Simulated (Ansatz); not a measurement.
Interlayer sliding in a free bilayer taken from bulk SnO (litharge type, space group P4/nmm): the upper half of the atoms below is shifted in the plane.

```yaml
crystal:
  lattice:
    - [3.83710, 0.00000, 0.00000]
    - [0.00000, 3.83710, 0.00000]
    - [0.00000, 0.00000, 22.07548]
  atoms:
    - { symbol: Sn, position: [0.00000, 0.50000, 0.33831] }
    - { symbol: O, position: [0.00000, 0.00000, 0.39128] }
    - { symbol: O, position: [0.50000, 0.50000, 0.39128] }
    - { symbol: Sn, position: [0.50000, 0.00000, 0.44415] }
    - { symbol: Sn, position: [0.00000, 0.50000, 0.55585] }
    - { symbol: O, position: [0.00000, 0.00000, 0.60872] }
    - { symbol: O, position: [0.50000, 0.50000, 0.60872] }
    - { symbol: Sn, position: [0.50000, 0.00000, 0.66169] }
```

In-plane vectors a = (3.837, 0.000) Å, b = (0.000, 3.837) Å, area 14.72 Å². The shift is s times the vector a (length 3.837 Å), so s = 1 restores the start. Atoms relax along the normal only. γ = [E(shift) − E(0)] / area.

Method: PBE-D3(BJ) (plane waves to 420 eV, PAW, scalar-relativistic; Ansatz, a first-principles code). k mesh 12×12×1 (Γ-centred), Fermi-Dirac smearing 0.05 eV. E is the zero-smearing estimate. At this level the bands of SnO touch or barely overlap; measurements give the solid a gap. SnO was relaxed with its symmetry unable to fall. The zero of γ is zero shift. The last digit holds for this mesh only.

| s | γ (mJ/m²) |
|---|---|
| 0.000 | 0 |
| 0.083 | 31 |
| 0.167 | 111 |
| 0.250 | 207 |
| 0.333 | withheld |
| 0.417 | 309 |
| 0.500 | 318 |
| 0.583 | 309 |
| 0.667 | withheld |
| 0.750 | 207 |
| 0.833 | 111 |
| 0.917 | 31 |

Fit a Fourier form (three harmonics of 1 − cos and sin) to the given rows and predict γ at s = 0.333.

Least squares on the 10 given rows: γ = (160.9)·[1 − cos(2πs)] + (24.0)·[1 − cos(4πs)] + (-2.5)·[1 − cos(6πs)], in mJ/m²; root-mean-square residual 0.6 mJ/m². At 0.333 the fit gives 277 mJ/m²; the calculation gives 277 mJ/m², the same to the digits shown. 

(The slope of γ gives the shear force per area between the displaced halves; near zero shift its curvature is an elastic stiffness.)
